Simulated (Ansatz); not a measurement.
Cd3HgSe4 (P-43m) at 3 levels of theory

One geometry, relaxed with PBE; plane waves with PAW potentials in Ansatz, scalar-relativistic unless the row names spin-orbit coupling. No spin polarisation but for the spin–orbit row. Gaps are the least over mesh and band path; pressure is positive in compression.

Space group P-43m (No. 215). a = 6.212 Å, b = 6.212 Å, c = 6.212 Å, α = 90.00°, β = 90.00°, γ = 90.00°
```csv
atom,site,symmetry,x,y,z
Cd,3d,-42.m,0.5000,0.0000,0.0000
Hg,1b,-43m,0.5000,0.5000,0.5000
Se,4e,.3m,0.7518,0.2482,0.7518
```

```
level  cutoff (eV)  k mesh  gap (eV)  pressure (GPa)
  PBE          420   6×6×6      0.10             0.0
```

What comes out on the same cell with PBE with spin-orbit coupling, LDA?

```json
{"level": "PBE with spin-orbit coupling", "cutoff (eV)": "420", "k mesh": "6×6×6", "gap (eV)": "0", "pressure (GPa)": "-0.1"}
{"level": "LDA", "cutoff (eV)": "420", "k mesh": "6×6×6", "gap (eV)": "0", "pressure (GPa)": "-4.3"}
```

Spin-orbit coupling matters for the bands of heavy elements and enters only rows that name it. The smearing is narrow for a metal on this mesh.

It was reached by relaxing an invented guess, and it needn't be the stable form of this composition.
